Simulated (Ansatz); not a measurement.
Gd (hcp, Mg type)

```xyz
2
Lattice="3.6484 0.0000 0.0000 -1.8242 3.1596 0.0000 0.0000 0.0000 5.8348" Properties=species:S:1:pos:R:3 pbc="T T T"
Gd     0.0000     2.1064     4.3761
Gd     1.8242     1.0532     1.4587
```

In each cell atom 2 (Gd, nearest neighbour Gd at 3.598 Å; its periodic images, 3.6 Å or more away, move with it) moves by s·(0.707, 0.707, 0.000) (along Cartesian [110]), the rest being held.

Level of theory: PBE (plane waves to 420 eV, PAW, scalar-relativistic; Ansatz, a quantum-chemistry and plane-wave program). k mesh 12×12×7 (Γ-centred), Fermi-Dirac smearing 0.05 eV. Energies are smeared free energies. With partly filled bands, energies and forces of such displacements shift with the k mesh and the smearing. F∥ is the force on the atom along that direction. Gd was relaxed with its symmetry unable to fall. Relaxed Gd ends ferromagnetic. The magnetic order is the one the run started from; other orders were not tried. The filling of the f shell was not checked against other fillings, so treat energies with care. ΔE is measured from the undisplaced structure.

```csv
s (Å),F∥ (eV/Å),ΔE (meV/cell),moment (μB/cell)
-0.720,0.330,181,15.32
-0.576,0.359,131,15.29
-0.432,0.329,81,15.30
-0.288,0.250,39,15.31
-0.144,0.139,?,15.33
0.000,0.000,0,15.33
0.144,-0.151,?,15.32
0.288,-0.293,?,15.30
0.432,-0.419,94,15.26
0.576,-0.523,162,15.26
0.720,?,244,15.26
```

Q: Some entries are withheld; supply them.

A: 
- -0.144, ΔE (meV/cell): 10
- 0.144, ΔE (meV/cell): 11
- 0.288, ΔE (meV/cell): 43
- 0.720, F∥ (eV/Å): -0.608

(For displaced atoms, the force is minus the slope of the energy, and its curvature is a force constant, which sets phonon frequencies.)
